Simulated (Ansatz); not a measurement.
Relaxed-ion elastic tensor of Au (fcc (Cu type), space group No. 225) in GPa (Voigt order), the program Ansatz at the LDA level (PAW); density 19.75 g/cm³, 16.56 Å³ per atom.

```
 214   186   186   0.0   0.0   0.0
 186   214   186   0.0   0.0   0.0
 186   186   214   0.0   0.0   0.0
 0.0   0.0   0.0  37.5   0.0   0.0
 0.0   0.0   0.0   0.0  37.5   0.0
 0.0   0.0   0.0   0.0   0.0  37.5
```

Q: Is the crystal mechanically stable?

A: Yes: the smallest eigenvalue of C is 28.1 GPa.

Q: Work out the Voigt, Reuss and Hill averages.

A: K_V = 195, K_R = 195, K_H = 195; G_V = 28.1, G_R = 22.5, G_H = 25.3 GPa.

Q: Give Young's modulus, Poisson's ratio, Pugh's ratio and the universal anisotropy index.

A: E = 9KG/(3K + G) = 72.7 GPa; ν = 0.44; K/G = 7.72 (ductile by the Pugh limit of 1.75); A_U = 5G_V/G_R + K_V/K_R − 6 = 1.25.

Q: Estimate the sound speeds and the Debye temperature.

A: v_l = √((K + 4G/3)/ρ) = 3410 m/s, v_t = √(G/ρ) = 1130 m/s, mean 1290 m/s; Θ = (h/k)(3n/4πV)^(1/3) v_m = 150 K.

Q: Give the Zener ratio and Young's modulus along [100], [110] and [111].

A: A = 2C44/(C11 − C12) = 2.67; 1/E = S11 − 2(S11 − S12 − S44/2)Γ with Γ = 0, 1/4, 1/3 gives 41.1, 75.9, 106 GPa.

Space group Fm-3m (fcc (Cu type)). Symmetry was held in the LDA relaxation. As this level gives no gap, shear constants depend on the k-mesh and smearing (Fermi–Dirac, 0.1 eV here). Spin–orbit coupling is left out wherever it is not named.

Potentials: the earlier of the program's two PAW sets. The files were generated under PBE; for other functionals the program regenerates the frozen cores, and for LDA and PBEsol the local potential too.
